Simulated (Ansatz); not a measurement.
# Zone-centre phonons of BP at 2 GPa: input and output

All numbers below come from Ansatz, DFT LDA, scalar-relativistic, plane waves, PAW.

Launched with:
```bash
ansatz run input.yaml --threads 1 --pin off --max-ram 3072MiB --backend cpu --events-out ev --progress --plain --runs-dir out
```

Input (bare energies are in eV):
```yaml
crystal:
  lattice:
    - [0.0, 2.2369126719, 2.2369126719]
    - [2.2369126719, 0.0, 2.2369126719]
    - [2.2369126719, 2.2369126719, 0.0]
  atoms:
    - { symbol: B, position: [0.0, 0.0, 0.0] }
    - { symbol: P, position: [0.75, 0.75, 0.75] }
basis:
  ecutwfc: 420
kpoints:
  mp_grid: { grid: [10, 10, 10] }
hamiltonian:
  xc: lda
scf:
  occupations: { method: fixed }
output:
  eigenvalues: true
phonons:
  method: dfpt
  dielectric: true
  rigid_motions: translations
  eigenvectors: true
```

The end of the output:
```
--- Phonons (Γ-DFPT): 2 representative perturbations + reference, on 171 of 1000 k-points (Σ response iterations 6) ---
  k mesh reduced under 4 symmetry operations, with k and −k counted as one. Each operation leaves every solved perturbation unchanged. A smaller set is not considered because the run solves the response ...
  ASR residual: 1.374e-4 → 0.000e0 eV/Å²; symmetrization residual: 2.443e-7 eV/Å²
  ASR residual per site (eV/Å²): 4.05e-5 1.37e-4
  Γ frequencies (cm⁻¹): 0.00 0.00 0.00 829.99 829.99 829.99
  ε∞ (high-frequency dielectric tensor):
        9.175838    -0.000000    -0.000000
       -0.000000     9.175838     0.000000
       -0.000000     0.000000     9.175838
  ε⁰ (static dielectric tensor: ions relaxed, cell fixed):
        9.357884    -0.000000    -0.000000
       -0.000000     9.357884     0.000000
       -0.000000     0.000000     9.357884
  ε⁰ − ε∞ (ionic part):
        0.182046    -0.000000     0.000000
       -0.000000     0.182046     0.000000
        0.000000     0.000000     0.182046
  softest optical mode at Γ: 829.99 cm⁻¹; the repairs (sum rule, projections) moved no ω² at Γ by more than (1.12 cm⁻¹)²
  Born effective charges Z* (e; rows j = field, columns β = displacement):
    site 0:
        -0.67615    0.00000   -0.00000
        -0.00000   -0.67615    0.00000
        -0.00000    0.00000   -0.67615
    site 1:
         0.67615   -0.00000    0.00000
         0.00000    0.67615   -0.00000
         0.00000   -0.00000    0.67615
  Z* charge neutrality: 2.392e-5 e pre-enforcement
  solved inside a basis spanned on kpoints, on 10×10×10 k-points, its susceptibility summed on 14×14×14: ε∞ is read to err by 2.7e-2, Z* by 5.5e-3 e (field_mesh: kpoints solves on kpoints); Z* is corrected for ...
  optical modes at Γ without the LO–TO term, one row a degenerate level:
      ω (cm⁻¹) modes IR ((D/Å)²/amu)
        829.99      3             3.9488
  optical modes at Γ + LO–TO along q̂ = [1.0000, 0.0000, 0.0000]:
      ω (cm⁻¹) modes IR ((D/Å)²/amu)
        829.99      2             2.6325
        838.18      1             1.3163
  optical modes at Γ + LO–TO along q̂ = [0.0000, 1.0000, 0.0000]:
      ω (cm⁻¹) modes IR ((D/Å)²/amu)
        829.99      2             2.6325
        838.18      1             1.3163
  optical modes at Γ + LO–TO along q̂ = [0.0000, 0.0000, 1.0000]:
      ω (cm⁻¹) modes IR ((D/Å)²/amu)
        829.99      2             2.6325
        838.18      1             1.3163
```

It took 25 s on 1 thread of Intel(R) Xeon(R) Platinum 8259CL CPU @ 2.50GHz (Skylake/Cascade Lake), on a shared host, peak memory 0.5 GiB.